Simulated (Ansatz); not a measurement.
Compressing TaCuN2: a fit and a missing row

TaCuN2, R-3m, a = 3.139 Å, c = 17.388 Å. The structure is a COD entry; whether it is the stable form wasn't checked. Ansatz: r2SCAN, PAW, 500 eV, Γ-centred 12×12×12 mesh on 4 atoms, Gaussian smearing 0.02 eV; no spin polarisation. Shape and atoms are relaxed at each volume; pressure is positive in compression.

```
V (Å³/atom) P (GPa)
     11.253        ?
     11.624    15.22
     11.995     7.03
     12.366    -0.01
     12.737    -6.05
     13.108   -11.23
```

Q: Take V0 = 12.366 Å³/atom, count pressures from its P0 = -0.01 GPa, fit the third-order Birch–Murnaghan form to the other rows, and predict the missing pressure.

A: With the Eulerian strain f = ½[(V0/V)^(2/3) − 1] and y = (P − P0)/[3f(1 + 2f)^(5/2)], the form is the line y = B0 + 1.5 B0 (B0′ − 4) f. Rows (f, y): 0.02106, 217.4; 0.01026, 217.4; -0.00976, 216.7; -0.01905, 216.3. Means f = 0.0006275, y = 216.95; Σ(Δf)² = 0.001005, ΣΔfΔy = 0.02892; the slope is their ratio. y = 216.9 + 28.76 f GPa, so B0 = 216.9 GPa and B0′ = 4 + 2 × (28.76)/(3 × 216.9) = 4.09. At V = 11.253, f = 0.03245, y = 217.83 and P = 24.81 GPa. The run gave 24.75 GPa, so the fit is 0.06 GPa too high, a small miss on the scale of the series. The form still works here, 25 % of the fitted range beyond its end.

Spin–orbit coupling is left out, which can shift energies with elements as heavy as these.